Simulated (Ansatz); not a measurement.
## How much do the gradients of ZnO depend on the method?

Cell: a Materials Project structure (computed, not necessarily an observed phase), whose atoms a relaxation with PBE at fixed cell left in place.

```
Zn O
1.0
     3.23735    0.00000    0.00000
    -1.61868    2.80363    0.00000
     0.00000    0.00000    5.22206
Zn O
2 2
Direct
  0.66667 0.33333 0.50059
  0.33333 0.66667 0.00059
  0.66667 0.33333 0.87972
  0.33333 0.66667 0.37972
```

Sites (sets of like atoms) are named by element and the number of their first atom in this list.

First run. Level of theory: DFT, PBE, plane waves and PAW, scalar-relativistic, 420 eV cutoff, Γ-centred 12×12×7 k-points, Fermi–Dirac smearing 0.01 eV (Ansatz 0.2.0).

```json
{"site": "Zn", "atom": "1", "V_zz (10²¹ V/m²)": "0.42", "η": "0.00"}
{"site": "O", "atom": "3", "V_zz (10²¹ V/m²)": "-0.11", "η": "0.00"}
```

Second run. The same atoms and settings, except that the functional is r2SCAN and the cutoff is 500 eV.

(1) What does the second run give?

Results:

(1) 

| site | atom | V_zz | η | change of V_zz |
| --- | --- | --- | --- | --- |
| Zn | 1 | 0.42 | 0.00 | 0.00 |
| O | 3 | -0.10 | 0.00 | +0.01 |

No V_zz moves by more than 0.01.

For the first run: At this cell the PBE pressure is 6 GPa, so with PBE the cell would grow if it were relaxed. The entry's cell may itself be off. With a gap of 0.8 eV on this mesh, small gradients can still move by 0.1 × 10²¹ V/m² or more as the k-mesh gets denser.
For the second run: With these PAW files V_zz is typically within 2 to 3 % of all-electron values, but misses above 10 % occur on Zn.
